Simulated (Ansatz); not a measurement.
# What DFT gives for CrAsRh

```
Rh Cr As
1.0
     6.48516    0.00000    0.00000
    -3.24258    5.61631    0.00000
     0.00000    0.00000    3.77691
Rh Cr As
3 3 3
Direct
  0.26100 0.00000 0.00000
  0.73900 0.73900 0.00000
  0.00000 0.26100 0.00000
  0.58800 0.00000 0.50000
  0.41200 0.41200 0.50000
  0.00000 0.58800 0.50000
  0.00000 0.00000 0.50000
  0.33330 0.66670 0.00000
  0.66670 0.33330 0.00000
```

The numbers come from plane-wave PAW DFT (Ansatz): r2SCAN, no spin polarisation, 500 eV, 6×6×9 Γ-centred k points, fermi-dirac occupations (width 0.1 eV). Nothing was relaxed.

Problem. Give the Bader charges.

Solution. Bader charges in e: Cr +0.92, As -0.59 to -0.31, Rh -0.43. In the mean Cr gives up most and As takes most.

Problem. What happens at the Fermi level?

Solution. It is a metal on this mesh, though the bands barely overlap, with about 11 states/eV a cell as the mean within 0.25 eV of the Fermi level, mostly Cr d (81 %) and Rh d (16 %).

Problem. Which atom feels the largest force, and which way?

Solution. The largest is on Cr4 (and as large on other atoms): 0.52 eV/Å, components (0.52, 0.00, 0.00). It makes 0° with the line to a nearest neighbour, As7 at 2.67 Å, pointing towards it.

Problem. Is the cell too large or too small?

Solution. The pressure is -17.1 GPa (compression positive), so with the atoms held at these fractions the cell would first shrink. The principal stresses -19.6, -19.6, -11.9 GPa differ, so its shape would change too.

Origin: a database entry at a rescaled volume. Caveats: no spin polarisation, so a magnetic state may lie lower; atoms or cell far from equilibrium.
